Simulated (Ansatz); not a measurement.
Here is an unrelaxed guess for Sn3F.

```
Sn F
1.0
    -3.01301    3.01301    3.01301
     3.01301   -3.01301    3.01301
     3.01301    3.01301   -3.01301
Sn F
3 1
Direct
  0.00000 0.50000 0.50000
  0.50000 0.00000 0.50000
  0.50000 0.50000 0.00000
  0.00000 0.00000 0.00000
```

These are results of Ansatz 0.2.0, DFT PBE, scalar-relativistic, plane waves, PAW, not measurements. Cutoff 420 eV; k points 4×4×4 on the computed 4-atom cell (Γ-centred); Gaussian smearing, width 0.10 eV; no spin polarisation.

The zero of energy is the elements' standard structures at the same level (F₂ as a molecule); no fitted shifts are applied. The references include grey tin.

Task: Estimate its pressure, forces and energy as it stands.

Result: The pressure is -1.2 GPa (it wants to contract), the largest force is 0.00 eV/Å (symmetry fixes the atoms), and the energy is −0.45 eV/atom against the elements. The shortest distance is 3.01 Å.

Task: How much does it gain on relaxing, and where does it end?

Result: Relaxing gains under 0.1 eV/atom (the start's value is from the coarse mesh, so the gain is rough) in 7 ionic steps and ends at −0.46 eV/atom on the finer mesh. The symmetry stays Im-3m (No. 229). The volume per atom shrinks by 4.9 %, from 27.4 to 26.0 Å³. The shortest distance goes from 3.01 Å (Sn–F and Sn–Sn) to 2.96 Å (Sn–F and Sn–Sn). Conventional cell: a = 5.927 Å. Sn has 2 F at 2.96 Å and 4 Sn at 2.96 Å; around F lie 6 Sn at 2.96 Å (long contacts).

The last run used a 12×12×12 mesh for its 4-atom cell and Gaussian smearing of 0.10 eV. An odd number of electrons in the primitive cell allows no gap without spin; a larger cell or a magnetic state could open one. The relaxation can't lower the symmetry of the start. A structure relaxed within its symmetry needn't be a true minimum.
